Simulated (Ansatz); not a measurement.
CsAs2 in Ansatz, relaxation

Run with:

```bash
ansatz run input.yaml --threads 2 --pin off --max-ram 3584MiB --backend cpu --events-out ev --progress --plain --runs-dir out
```

input.yaml:

```yaml
crystal:
  lattice:
    - [4.437775, 0.0, 0.0]
    - [0.0, 4.437775, 0.0]
    - [0.0, 0.0, 9.089163]
  atoms:
    - { symbol: As, position: [0.0, 0.5, 0.33] }
    - { symbol: As, position: [0.5, 0.0, 0.67] }
    - { symbol: As, position: [0.0, 0.0, 0.0] }
    - { symbol: As, position: [0.5, 0.5, 0.0] }
    - { symbol: Cs, position: [0.0, 0.5, 0.735] }
    - { symbol: Cs, position: [0.5, 0.0, 0.265] }
  symmetry: { tolerance: 0.0003 }
kpoints:
  mp_grid: { grid: [8, 8, 4], shift: [0, 0, 0] }
magnetization:
  spin_polarized: false
scf:
  occupations: { method: fermi_dirac, width: 0.056 }
  lower_state_search: "off"
hamiltonian:
  pseudopotentials: { kind: paw }
  xc: lda
basis:
  ecutwfc: 420
  fft_grid_basis: typed
relax:
  max_steps: 80
  cell: { p_target: 0.0 }
output:
  forces: true
  stress: true
  eigenvalues: true
  bader: true
  populations: true
  elf: true
  write_potential: true
  volumetric_format: npy
  dos:
    e_range: [-12, 8]
    de: 0.05
    projected: { site_lists: { As: [As], Cs: [Cs] } }
checkpoint:
  read: saved_state
```

Origin of the cell: a known structure type with other elements, at an estimated volume, so it need not be a known compound.

The saved state is a converged single point of the same cell.

Output (shortened):

```
SCF iter   1: F=—  HF=-30099.265688 eV  Δρ=1.36e-3  dr2=5.56e-3
SCF iter   2: F=—  HF=-30099.264479 eV  Δρ=7.21e-4  dr2=1.05e-3
SCF iter   3: F=—  HF=-30099.264216 eV  Δρ=2.04e-4  dr2=1.17e-4
SCF iter   4: F=—  HF=-30099.264200 eV  Δρ=4.52e-5  dr2=1.50e-5
SCF iter   5: F=—  HF=-30099.264197 eV  Δρ=1.21e-5  dr2=2.95e-7
SCF iter   6: F=—  HF=-30099.264197 eV  Δρ=6.78e-6  dr2=1.28e-7
SCF iter   7: F=-30099.264197 eV  HF=-30099.264197 eV  Δρ=1.66e-6  dr2=1.33e-8
relax step   1: F+E_penalty+E_count = -30099.264197 eV  Δ(F+E_penalty+E_count) = +0.000e0 eV  max|allowed force component| = 1.283e0 eV/Å  Δτ_max = 0.0000 Å  P = -0.061 GPa  Ω = 179.001 Å³  ( […]
relax step   2: F+E_penalty+E_count = -30099.880456 eV  Δ(F+E_penalty+E_count) = -6.163e-1 eV  max|allowed force component| = 1.224e0 eV/Å  Δτ_max = 0.1959 Å  P = -0.887 GPa  Ω = 178.845 Å³ […]
relax step   3: F+E_penalty+E_count = -30100.754495 eV  Δ(F+E_penalty+E_count) = -8.740e-1 eV  max|allowed force component| = 1.526e0 eV/Å  Δτ_max = 0.1963 Å  P = -1.441 GPa  Ω = 177.283 Å³ […]
relax step   4: F+E_penalty+E_count = -30101.545396 eV  Δ(F+E_penalty+E_count) = -7.909e-1 eV  max|allowed force component| = 1.677e0 eV/Å  Δτ_max = 0.1950 Å  P = -1.260 GPa  Ω = 174.675 Å³ […]
relax step   5: F+E_penalty+E_count = -30102.354250 eV  Δ(F+E_penalty+E_count) = -8.089e-1 eV  max|allowed force component| = 1.705e0 eV/Å  Δτ_max = 0.1950 Å  P = -0.849 GPa  Ω = 172.424 Å³ […]
relax step   6: F+E_penalty+E_count = -30103.086198 eV  Δ(F+E_penalty+E_count) = -7.319e-1 eV  max|allowed force component| = 1.384e0 eV/Å  Δτ_max = 0.1950 Å  P = -0.243 GPa  Ω = 170.736 Å³ […]
relax step   7: F+E_penalty+E_count = -30103.622346 eV  Δ(F+E_penalty+E_count) = -5.361e-1 eV  max|allowed force component| = 1.026e0 eV/Å  Δτ_max = 0.1950 Å  P = +0.032 GPa  Ω = 171.063 Å³ […]
relax step   8: F+E_penalty+E_count = -30104.023883 eV  Δ(F+E_penalty+E_count) = -4.015e-1 eV  max|allowed force component| = 8.806e-1 eV/Å  Δτ_max = 0.1982 Å  P = +0.950 GPa  Ω = 172.177 Å³ […]
relax step   9: F+E_penalty+E_count = -30104.578965 eV  Δ(F+E_penalty+E_count) = -5.551e-1 eV  max|allowed force component| = 9.993e-1 eV/Å  Δτ_max = 0.1950 Å  P = +1.112 GPa  Ω = 176.614 Å³ […]
relax step  10: F+E_penalty+E_count = -30105.181480 eV  Δ(F+E_penalty+E_count) = -6.025e-1 eV  max|allowed force component| = 8.939e-1 eV/Å  Δτ_max = 0.1951 Å  P = +1.135 GPa  Ω = 180.489 Å³ […]
relax step  11: F+E_penalty+E_count = -30105.786045 eV  Δ(F+E_penalty+E_count) = -6.046e-1 eV  max|allowed force component| = 4.205e-1 eV/Å  Δτ_max = 0.1953 Å  P = +0.957 GPa  Ω = 183.846 Å³ […]
relax step  12: F+E_penalty+E_count = -30106.049270 eV  Δ(F+E_penalty+E_count) = -2.632e-1 eV  max|allowed force component| = 3.231e-1 eV/Å  Δτ_max = 0.1368 Å  P = +0.913 GPa  Ω = 185.096 Å³ […]
relax step  13: F+E_penalty+E_count = -30106.093161 eV  Δ(F+E_penalty+E_count) = -4.389e-2 eV  max|allowed force component| = 1.221e-1 eV/Å  Δτ_max = 0.0723 Å  P = -0.321 GPa  Ω = 185.431 Å³ […]
relax step  14: F+E_penalty+E_count = -30106.102678 eV  Δ(F+E_penalty+E_count) = -9.517e-3 eV  max|allowed force component| = 3.049e-2 eV/Å  Δτ_max = 0.0697 Å  P = -0.381 GPa  Ω = 183.488 Å³ […]
relax step  15: F+E_penalty+E_count = -30106.106154 eV  Δ(F+E_penalty+E_count) = -3.476e-3 eV  max|allowed force component| = 1.831e-2 eV/Å  Δτ_max = 0.0168 Å  P = +0.063 GPa  Ω = 180.519 Å³ […]
relax step  16: F+E_penalty+E_count = -30106.106374 eV  Δ(F+E_penalty+E_count) = -2.202e-4 eV  max|allowed force component| = 4.072e-3 eV/Å  Δτ_max = 0.0105 Å  P = -0.055 GPa  Ω = 180.966 Å³ […]
relax step  17: F+E_penalty+E_count = -30106.106438 eV  Δ(F+E_penalty+E_count) = -6.443e-5 eV  max|allowed force component| = 1.172e-3 eV/Å  Δτ_max = 0.0011 Å  P = +0.006 GPa  Ω = 180.740 Å³ […]
relax step  18: F+E_penalty+E_count = -30106.118836 eV  Δ(F+E_penalty+E_count) = -1.240e-2 eV  max|allowed force component| = 1.031e-3 eV/Å  Δτ_max = 0.0000 Å  P = +0.127 GPa  Ω = 180.740 Å³  stress off target by 1.92e-1 GPa […]
relax step  19: F+E_penalty+E_count = -30106.119228 eV  Δ(F+E_penalty+E_count) = -3.922e-4 eV  max|allowed force component| = 4.048e-4 eV/Å  Δτ_max = 0.0046 Å  P = +0.006 GPa  Ω = 181.211 Å³ […]
relax step  20: F+E_penalty+E_count = -30106.119268 eV  Δ(F+E_penalty+E_count) = -4.001e-5 eV  max|allowed force component| = 3.463e-4 eV/Å  Δτ_max = 0.0000 Å  P = +0.005 GPa  Ω = 181.211 Å³  stress off target by 8.74e-3 GPa […]
SCF 20 converged in 4 iterations: F = -30106.119268 eV  dr2 = 1.84e-11
basis re-selected at this cell: Δ(F+E_penalty+E_count) = -4.001e-5 eV, ΔP = -0.000 GPa vs the last step (what re-selecting the basis moved, of the pressure what is left beyond the Pulay corre […]
SCF converged after 4 iterations
Free energy (F): -30106.119268 eV
Harris-Foulkes:  -30106.119268 eV  (|F-HF|=1.46e-11)
Internal energy: -30106.103425 eV  (E = F + TS)
E sigma→0 (E₀):  -30106.111347 eV
Entropy (-TS):   -0.015843 eV (-2.641 meV/atom)
Fermi energy:    8.644055 eV
--- Per-component energies (eV) ---
  E_band       = -1097.008183
  E_kinetic    = 703.156729
  E_local      = -11106.827971  (includes V_loc(G=0)·N_el)
  E_nonlocal   = -2596.624329
  E_hartree    = 5807.263531
  E_xc         = -664.979519
  E_vxc        = -575.958316  (∫ρ·V_xc dr)
  E_paw        = -16818.367267  (= ΣΔE_a)
  E_vpaw       = 864.718913  (= ΣTr[D̂ρ^β])
  E_aug_tail   = 0.000037  (compensation charges beyond the density's cutoff)
  E_ewald      = -5438.566669
  E_core_change = 8.842033  (= ΣΔE_core)
  E_smearing   = -0.015843  (= −TS)
  Σ components = -30106.119268   (vs F -30106.119268, Δ=0.00e0)
--- Forces (eV/Å), atoms counted from 1 ---
  atom   1  As     0.000000     0.000000    -0.000346
  atom   2  As     0.000000     0.000000     0.000346
  atom   3  As     0.000000     0.000000    -0.000000
  atom   4  As     0.000000     0.000000     0.000000
  atom   5  Cs     0.000000     0.000000    -0.000058
  atom   6  Cs     0.000000     0.000000     0.000058
  max |Σ_I F_I| component: 1.08e-19 eV/Å
--- Stress (GPa, compression-positive) ---
        0.008738       0.000000       0.000000
        0.000000       0.008738       0.000000
        0.000000       0.000000      -0.000986
  P = ⅓ Tr σ = 0.0055 GPa (0.055 kbar)
--- Relaxed structure (18 steps of the walk, 18 accepted, 2 SCFs on fresh bases) ---
  F+E_penalty+E_count = -30106.119268 eV   max|allowed force component| = 3.463e-4 eV/Å   (the final SCF, on the basis selected at the relaxed cell)
  cell:  # Å, volume = 181.2106 Å³
    - [4.988730, 0.0, 0.0]
    - [0.0, 4.988730, 0.0]
    - [0.0, 0.0, 7.281212]
  atoms:
    - { symbol: As, position: [0.0, 0.5, 0.120625] }
    - { symbol: As, position: [0.5, 0.0, 0.879375] }
    - { symbol: As, position: [0.0, 0.0, -8.906e-19] }
    - { symbol: As, position: [0.5, 0.5, -8.906e-19] }
    - { symbol: Cs, position: [0.0, 0.5, 0.649970] }
    - { symbol: Cs, position: [0.5, 0.0, 0.350030] }
--- Löwdin populations: 6 sites ---
  site symbol       q [e]
     0     As     15.3042
     1     As     15.3042
     2     As     15.2606
     3     As     15.2606
     4     Cs      8.2177
     5     Cs      8.2177
  spilling = 0.005576 (of n_electrons = 78.000000)
--- Bader charges: 6 sites ---
  site symbol  charge [e]  shift [e]
     0     As     -0.3357     0.0002
     1     As     -0.3357     0.0002
     2     As     -0.3041     0.0002
     3     As     -0.3041     0.0002
     4     Cs      0.6398     0.0000
     5     Cs      0.6398     0.0000
  estimated error of the sums over rays = 3.6e-4 e
```

The starting structure.

Space group P4/nmm (No. 129); the run's cell has a = 4.438 Å, b = 4.438 Å, c = 9.089 Å, α = 90.00°, β = 90.00°, γ = 90.00°. Shortest distances: As–As 3.14 Å, As–Cs 3.19 Å.

The relaxed structure.

Space group P4/nmm (No. 129); the run's cell has a = 4.989 Å, b = 4.989 Å, c = 7.281 Å, α = 90.00°, β = 90.00°, γ = 90.00°. Shortest distances: As–As 2.64 Å, As–Cs 3.43 Å.

| Item | Value |
| --- | --- |
| Free energy lowered by | 1142.5 meV/atom |
| Volume change | 1.23 % |
| Final pressure | 0.01 GPa |
| Relaxation steps listed | 20 |
| Formation energy (elements under the same functional, gases as molecules, uncorrected) | -0.283 eV/atom |
| Gap on the mesh | none (metal) |

Caveats: the relaxation held the start's symmetry, so the end may be a saddle point.

The run took 3.9 min on 2 threads of Intel(R) Xeon(R) Platinum 8375C CPU @ 2.90GHz (Ice Lake), with other jobs on the host, peak memory 0.68 GiB, from a saved density.
